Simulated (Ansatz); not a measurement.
CaO (rock salt, space group No. 225), r²SCAN+D4 in the plane-wave PAW code Ansatz. The conduction-band minimum lies at X, with 3 equivalent valleys. Second derivatives d²E/dk² of the lowest band at one valley (eV·Å²), along Cartesian directions:

| direction | d²E/dk² |
|---|---|
| [100] | 5.523 |
| [010] | 17.57 |
| [001] | 17.57 |
| [110] | 11.55 |
| [101] | 11.55 |
| [011] | 17.57 |

Problem. Find the principal effective masses, the density-of-states mass and the conductivity mass.

Solution. Off-diagonal terms follow from H_xy = H[110] − (H_xx + H_yy)/2, and m*/mₑ = 7.620 eV·Å² over each eigenvalue: 0.43, 0.43, 1.4. One valley's DOS mass (m₁m₂m₃)^(1/3) = 0.64, conductivity mass 3/(Σ 1/mᵢ) = 0.56 mₑ.

Problem. What effective density of states Nc follows at 300 K for parabolic valleys?

Solution. Nc = 2.509e19 × 3 × (0.64)^(3/2) ≈ 3.9e19 cm⁻³.

Problem. With the computed static dielectric constant 13.8 (mean of the diagonal), estimate a hydrogenic donor's binding energy and radius.

Solution. E = 13.606 eV × 0.56/13.8² ≈ 40 meV; a = 0.529 Å × ε/m* ≈ 13 Å. Semilocal masses tend to be too small when the gap is underestimated.

Problem. With ε∞ = 3.53 and ω_LO = 570 cm⁻¹, what Fröhlich coupling constant follows?

Solution. α = (1/ε∞ − 1/ε0) √(m* × 13.606 eV/ħω_LO) = 2.2.

Space group Fm-3m (rock salt). The r²SCAN+D4 relaxation kept the symmetry of its start.

Potentials: the later of the program's two PAW sets.
